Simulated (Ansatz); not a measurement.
SrTl (Pm-3m), an elastic constant from a strain scan

These are results of DFT PBEsol, scalar-relativistic, plane waves, PAW in Ansatz 0.2.0, not measurements. The runs took a 420 eV cutoff, a Γ-centred 12×12×12 mesh and Gaussian smearing (0.15 eV). Spin–orbit coupling is left out, which can shift energies with elements as heavy as these. No spin polarisation. Energies are free energies at this smearing, counted from the undisturbed cell; pressure is positive in compression.

The starting cell (as given, not relaxed at this level; it stands at -0.3 GPa, and it needn't be the usual structure):

```xyz
2
Lattice="4.0320 0.0000 0.0000 0.0000 4.0320 0.0000 0.0000 0.0000 4.0320" Properties=species:S:1:pos:R:3 pbc="T T T"
Sr    0.0000    0.0000    0.0000
Tl    2.0160    2.0160    2.0160
```

The cell is strained by ε times the Voigt pattern (1, -1, 0, 0, 0, 0) (xx, yy, zz, yz, xz, xy; engineering shear) with fractional coordinates fixed. The cell holds 2 atoms in V0 = 65.55 Å³. The stress column is τ = (1/V0) dE/dε, got from the stress tensor σ (compression positive) at each point as −det(1 + εP) σ : P(1 + εP)⁻¹, with P the pattern as a tensor.

| ε | ΔE (meV/atom) | τ (GPa) |
| --- | --- | --- |
| -0.0175 | 0.908 | -0.509 |
| -0.0150 | 0.668 | -0.435 |
| -0.0125 | 0.464 | -0.362 |
| -0.0100 | 0.298 | -0.290 |
| -0.0075 | 0.168 | -0.218 |
| -0.0050 | 0.075 | -0.145 |
| -0.0025 | 0.019 | -0.073 |
| 0.0000 | 0.000 | 0.000 |
| 0.0025 | 0.019 | 0.073 |
| 0.0050 | 0.075 | 0.145 |
| 0.0075 | 0.168 | 0.218 |
| 0.0100 | 0.298 | 0.290 |
| 0.0125 | 0.464 | 0.362 |
| 0.0150 | 0.668 | 0.435 |
| 0.0175 | 0.908 | 0.509 |
| 0.0200 | ? | ? |

Which combination of elastic constants does this scan measure, and how large is it?

For small ε, τ = τ0 + Kε with K = pᵀCp, which for this pattern is 2(C11 − C12) in the cubic axes. The parabola through τ at ε = -0.0025, 0 and 0.0025 has slope K = 29.1 GPa at zero. The energies per cell, E = NΔE, of the wider pair ε = ±0.0175 give K = 2[E(ε₊)/ε₊ − E(ε₋)/ε₋]/[(ε₊ − ε₋)V0] = 29.0 GPa, in agreement.

Predict the withheld row at ε = 0.0200 from the harmonic law, and compare.

ΔE = V0(τ0 ε + Kε²/2)/N = 1.192 meV/atom and τ = 0.58 GPa. The calculation gives 1.188 meV/atom and 0.58 GPa, a miss of 0.01 meV/atom at most, so the harmonic law still holds here.

In a metal these slopes depend on the k mesh and the smearing.